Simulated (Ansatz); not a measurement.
LuBPd3:
```
CELL_PARAMETERS angstrom
      4.22687     0.00000     0.00000
      0.00000     4.22687     0.00000
      0.00000     0.00000     4.22687
ATOMIC_POSITIONS crystal
  Pd 0.00000 0.50000 0.50000
  Pd 0.50000 0.00000 0.50000
  Pd 0.50000 0.50000 0.00000
  Lu 0.00000 0.00000 0.00000
  B  0.50000 0.50000 0.50000
```

Relaxed with PBEsol. Special points in fractions of this cell's reciprocal vectors: Γ (0.000, 0.000, 0.000); X (0.000, 0.500, 0.000); M (0.500, 0.500, 0.000); R (0.500, 0.500, 0.500).

Question: List the band energies nearest the Fermi level at these points for PBEsol (plane waves, PAW; program Ansatz).

Answer: In eV from the Fermi level; about four levels below and three above (degenerate sets whole), none deeper than 8.9 eV; points with the same levels are listed once.

```tsv
k	below	above
Γ	-1.67 -1.67 -1.67 -1.63 -1.63 -1.63	2.17 2.17 4.75 4.75 4.75
X	-2.83 -2.83 -2.46 -1.67	0.43 0.43 1.86
M	-2.56 -1.84 -0.40 -0.40	2.07 2.07 2.54
R	-2.89 -2.89 -1.81 -1.81 -1.81	0.03 0.03 0.03
```

Space group Pm-3m (cubic perovskite). The workflow started from an entry of the Crystallography Open Database (COD). Whether it is the stable phase at ambient conditions was not checked. Symmetry was held in the PBEsol relaxation; of distortions, only those at the zone centre were tested. The run is not spin-polarised. Spin–orbit coupling is left out wherever it is not named.

Potentials: the later of the program's two PAW sets.
